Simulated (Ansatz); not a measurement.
KTaO3:
```
KTaO3
1.0
    4.02439     0.00000     0.00000
    0.00000     4.02439     0.00000
    0.00000     0.00000     4.02439
K Ta O
1 1 3
Direct
  0.50000   0.50000   0.50000
  0.00000   0.00000   0.00000
  0.00000   0.50000   0.00000
  0.50000   0.00000   0.00000
  0.00000   0.00000   0.50000
```

Relaxed with PBE.

### Question
Give the optical modes at the zone centre with their infrared and Raman activity from DFPT, PBE in the plane-wave PAW code Ansatz.

### Answer
Transverse frequencies, without the LO–TO term; a row sums one degenerate level.

```json
[
 {"ω (cm⁻¹)": "83i", "degeneracy": "3", "IR ((D/Å)²/amu)": "170.44", "Raman (Å⁴/amu)": "0", "activity": "IR", "symmetry": "T1u"},
 {"ω (cm⁻¹)": "178", "degeneracy": "3", "IR ((D/Å)²/amu)": "13.78", "Raman (Å⁴/amu)": "0", "activity": "IR", "symmetry": "T1u"},
 {"ω (cm⁻¹)": "264", "degeneracy": "3", "IR ((D/Å)²/amu)": "0.00", "Raman (Å⁴/amu)": "0", "activity": "silent", "symmetry": "T2u"},
 {"ω (cm⁻¹)": "503", "degeneracy": "3", "IR ((D/Å)²/amu)": "57.92", "Raman (Å⁴/amu)": "0", "activity": "IR", "symmetry": "T1u"}
]
```

### Question
How high does the top mode go among those that the LO–TO term moves?

### Answer
760 cm⁻¹ for q along x.

Space group Pm-3m (cubic perovskite). The cell was relaxed with PBE under the symmetry of its start. At this level the phase is dynamically unstable (imaginary phonons). The run is not spin-polarised. Spin–orbit coupling is left out wherever it is not named.

Potentials: the later of the program's two PAW sets.
